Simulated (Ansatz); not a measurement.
**Relaxing ZnFe**

Computed with DFT PBEsol, scalar-relativistic, plane waves, PAW (Ansatz). (420 eV cutoff, 16×16×12 k-mesh, Gaussian smearing of 0.10 eV, collinear spin)

What was changed in FeNi: Ni → Zn on all its sites, cell and atoms relaxed.

Command:

```bash
ansatz run input.yaml --threads 1 --pin off --max-ram 2560MiB --backend cpu --events-out ev --progress --plain --runs-dir out
```

Input:

```yaml
crystal:
  lattice:
    - [2.5193133401, 0.0, 0.0]
    - [0.0, 2.5193133401, 0.0]
    - [0.0, 0.0, 3.7755534357]
  atoms:
    - { symbol: Fe, position: [0.0, 0.0, 0.0], spin: 2.49 }
    - { symbol: Zn, position: [0.5, 0.5, 0.5] }
basis:
  ecutwfc: 420
kpoints:
  mp_grid: { grid: [16, 16, 12] }
hamiltonian:
  xc: pbesol
scf:
  occupations: { method: gaussian, width: 0.1 }
output:
  forces: true
  stress: true
  eigenvalues: true
  populations: true
magnetization:
  spin_polarized: true
relax:
  adjacent_minimum: "off"
  f_tol: 0.01
  max_steps: 60
  cell: { stress_tol: 0.1 }
```

F is the free energy. Steps run on the plane waves of an earlier cell, but the last one, and at times one on the way, on a freshly chosen basis, so a repeated geometry can differ a little in energy.

Steps:

```tsv
step	F − F(1) (eV)	largest force component (eV/Å)	V (Å³/atom)	P (GPa)
1	0.0000	0.000	11.982	0.42
2	-0.0001	0.000	12.000	0.17
3	-0.0001	0.000	12.014	-0.02
4	-0.0001	0.000	12.014	-0.02
```

Relaxed structure:

```
CELL_PARAMETERS angstrom
2.52341 0.00000 0.00000
0.00000 2.52341 0.00000
0.00000 0.00000 3.77350
ATOMIC_POSITIONS crystal
Fe 0.00000 0.00000 0.00000
Zn 0.50000 0.50000 0.50000
```

The structure is tetragonal, space group P4/mmm (No. 123). Conventional cell: a = 2.523 Å, b = 2.523 Å, c = 3.774 Å, α = 90.00°, β = 90.00°, γ = 90.00°. Fe (site symmetry 4/mmm) is surrounded by 4 Fe at 2.52 Å and 8 Zn at 2.60 Å. Around Zn (site symmetry 4/mmm) lie 4 Zn at 2.52 Å and 8 Fe at 2.60 Å.

The run converged. Time: 79 s on 1 thread of Arm Neoverse V2, on a shared host, peak memory 0.54 GiB.